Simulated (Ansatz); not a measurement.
The guess for Si₄BN₃ was proposed by analogy with related compounds (I-42m, No. 121). Its size is a guess.

```cif
data_structure
_symmetry_space_group_name_H-M 'I-42m'
_symmetry_Int_Tables_number 121
_cell_length_a 4.5500
_cell_length_b 4.5500
_cell_length_c 9.1000
_cell_angle_alpha 90.000
_cell_angle_beta 90.000
_cell_angle_gamma 90.000
_cell_volume 188.39
loop_
_atom_site_label
_atom_site_type_symbol
_atom_site_symmetry_multiplicity
_atom_site_Wyckoff_symbol
_atom_site_fract_x
_atom_site_fract_y
_atom_site_fract_z
_atom_site_occupancy
Si1 Si 8 i 0.74500 0.25500 0.12800 1
B1 B 2 a 0.00000 0.00000 0.00000 1
N1 N 4 d 0.00000 0.50000 0.25000 1
N2 N 2 b 0.50000 0.50000 0.00000 1
```

The calculation used Ansatz, DFT PBE, scalar-relativistic, plane waves, PAW. Cutoff 420 eV, Gaussian smearing, Γ-centred meshes. Cell and atoms relax first on a coarse mesh, the cell is then made exact in the group found at 0.06 to 0.08 Å, and last on a converged mesh; the steps can't lower the symmetry of their start. No spin polarisation.

A guess keeps its type if space group and coordination stay and the shape of the cell changes little (axis ratios within about 15 %, angles within 6°); the volume may change.

Q: Will the relaxed cell still be of the starting type?

A: It keeps its type. The symmetry stays I-42m (No. 121). The volume per atom shrinks by 11.9 %, from 11.8 to 10.4 Å³. The shortest distance goes from 1.95 Å (Si–N) to 1.87 Å (Si–N). The ratio c/a of the conventional cell changes by a factor of 1.00. Counting neighbours within 15 % of an atom's shortest distance, the start has B 4, N 4, Si 4 and the end B 4, N 4, Si 4.

The zero of energy is the elements' standard structures at the same level (N₂ as a molecule); no fitted shifts are applied.

Q: At what energy does it end?

A: −0.21 eV/atom.

The last run used a 10×10×10 mesh for its 8-atom cell and Gaussian smearing of 0.10 eV. A structure relaxed within its symmetry needn't be a true minimum. Another cell of the same search, in P1, lies 171 meV/atom lower, so this cell isn't the stable form at this level.
